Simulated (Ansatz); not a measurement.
CsPbBr3 (cubic perovskite, Pm-3m) at seven volumes, LDA (plane waves, PAW; program Ansatz), scaled uniformly. One row is withheld.

| V (Å³/atom) | P (GPa) |
|---|---|
| 34.845 | 2.98 |
| 35.994 | 1.81 |
| 37.142 | 0.83 |
| 38.291 | 0.00 |
| 39.440 | -0.70 |
| 40.589 | -1.28 |
| 41.737 | ? |

Task: Fit the shown pressures and predict the withheld one.

Result: P = (3/2)B₀(x^(7/2) − x^(5/2))[1 + (3/4)(B′ − 4)(x − 1)] with x = (V₀/V)^(2/3). Least squares on the six rows gives V₀ = 38.291 Å³/atom, B₀ = 25.3 GPa, B′ = 4.74. At V = 41.737, x = 0.9442 and P = -1.78 GPa. The run itself gave -1.78 GPa.

This is a known high-temperature phase of the composition, computed here at zero pressure and temperature. The LDA relaxation kept the symmetry of its start; of distortions, only those at the zone centre were tested, and some modes there are weakly imaginary. Scalar-relativistic: spin–orbit coupling is off unless named, which matters more the heavier the elements.

Potentials: the later of the program's two PAW sets.
